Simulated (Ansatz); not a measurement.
**Conduction electrons in SbPd (P6_3/mmc)**

```xyz
4
Lattice="4.0896 0.0000 0.0000 -2.0448 3.5417 0.0000 0.0000 0.0000 5.5703" Properties=species:S:1:pos:R:3 pbc="T T T"
Sb    0.0000    2.3611    1.3926
Sb    2.0448    1.1806    4.1777
Pd    0.0000    0.0000    0.0000
Pd    0.0000    0.0000    2.7851
```

The conventional cell has a = 4.090 Å, b = 4.090 Å, c = 5.570 Å, α = 90.00°, β = 90.00°, γ = 120.00°. Around Sb (atom 1) lie 6 Pd at 2.74 Å. Pd (atom 3) is surrounded by 6 Sb at 2.74 Å and 2 Pd at 2.79 Å.

Computed, not measured; unless marked otherwise by PBEsol, all-electron LAPW in Ansatz 0.2.0, scalar-relativistic. k mesh 10×10×6, fine mesh 12×12×8, Fermi-Dirac smearing of 0.080 eV, basis error target 1 meV/atom. The cell was relaxed by PAW under this functional.

Levels and slopes are solved on a 12×12×8 mesh, and each state is taken as quadratic over its cell.

Question: What is the density of states at the Fermi level, and which bare Sommerfeld coefficient follows?

Answer: N(E_F) = 0.424 states/eV/atom (both spins), so γ = (π²/3) k_B² N(E_F) = 1 mJ/(mol-atom K²) without electron-phonon or spin-fluctuation enhancement.

Question: What Drude plasma energy and σ/τ do the band velocities give?

Answer: (ħω_p,α)² = (e²/ε₀VN_k) Σ_nkσ (∂E/∂k_α)² δ(E − E_F) gives ħω_p = (6.94, 6.94, 6.28) eV along x, y, z, and σ/τ = ε₀ω_p² = 9.85×10²⁰ Ω⁻¹m⁻¹s⁻¹ along x. Weighted by the density of states, the mean Fermi speed is 0.858×10⁶ m/s; the surface has an area of 14.7 Å⁻² for each spin direction.

Question: Which bands cross the Fermi level, and what do they carry?

Answer: 

```tsv
band	filled part	N (states/eV/cell)	speed (10⁶ m/s)	5th to 95th percentile	area (Å⁻²)	filling
1	0.94	0.221	0.798	0.40 to 1.17	1.78	nearly full
2	0.78	0.518	0.856	0.60 to 1.14	4.49	partly filled
3	0.28	0.944	0.875	0.27 to 1.44	8.36	partly filled
```

Question: Map the plane k₃ = 0 of the mesh: how many bands lie under the Fermi level at each point, counted from the least on the plane?

Answer: k₁ runs to the right and k₂ upwards, each from −½ to ½ with 0 in the middle (the axes needn't be at right angles):
```
332222333223
222222222232
222222222222
222222222223
322220022223
332220002223
332222002222
232222222222
222222222222
223222222222
332233322223
332223332223
```

Question: On PAW files the program sums the optical response inside the mesh cells, interband lines and its own Drude term. Where does ε₁ rise through zero (a sharp plasmon if ε₂ is small there), and how much light is reflected?

Answer: 

```
Fine mesh                         : 12, 12, 8
Window top                        : 30 eV
Line width                        : 0.25 eV
Drude damping                     : 0.05 eV
ε₁ rises through zero at x        : 15.22 eV
ε₂ there x                        : 1.04
ε₁ rises through zero at z        : 3.25, 11.09, 13.6, 16.95 eV
ε₂ there z                        : 6.85, 2.05, 1.39, 1.06
Plasma energy (x, y, z)           : 6.843, 6.843, 6.626 eV
Reflectivity at 1 eV, x-polarised : 0.799
Reflectivity at 2 eV, x-polarised : 0.7514
Reflectivity at 3 eV, x-polarised : 0.5343
```

The plasma energy here is the program's own sum at the run's smearing; it differs from the value above by up to 6 %, through mesh and smearing.

Question: What does PAW give for the same cell?

Answer: N(E_F) = 0.424 states/eV/atom and ħω_p,x = 6.94 eV.

Limits of these numbers: these sums move with the mesh, by several per cent and more for small sheets; frozen-core PAW files fitted under PBE, their cores solved anew for the functional of the run.
